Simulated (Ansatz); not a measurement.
**TaAs: changing the functional**

```
CELL_PARAMETERS angstrom
-1.72181 1.72181 5.86794
1.72181 -1.72181 5.86794
1.72181 1.72181 -5.86794
ATOMIC_POSITIONS crystal
Ta 0.49997 0.49997 0.00000
Ta 0.24997 0.74997 0.50000
As 0.08263 0.08263 0.00000
As 0.83263 0.33263 0.50000
```

The cell is a database's computed one, not the measured one.

Kept alike: task band structure; k mesh 11 × 11 × 11; occupations fermi-dirac, width 0.05 eV; no spin polarisation. Program: Ansatz, all-electron LAPW, scalar-relativistic. The mesh is that of the run's cell of 4 atoms. No spin-orbit coupling.

```csv
functional,pressure (GPa)
LDA,-7.50
PBE,2.19
PBEsol,-3.77
```

Pressure is positive in compression. For a metal such a mesh leaves the last digits unconverged.

The pressure runs from -7.50 (LDA) to 2.19 GPa (PBE). From PBE: LDA -9.69; PBEsol -5.96. A positive pressure means that the functional's own cell is larger than the one given, a negative one that it is smaller.
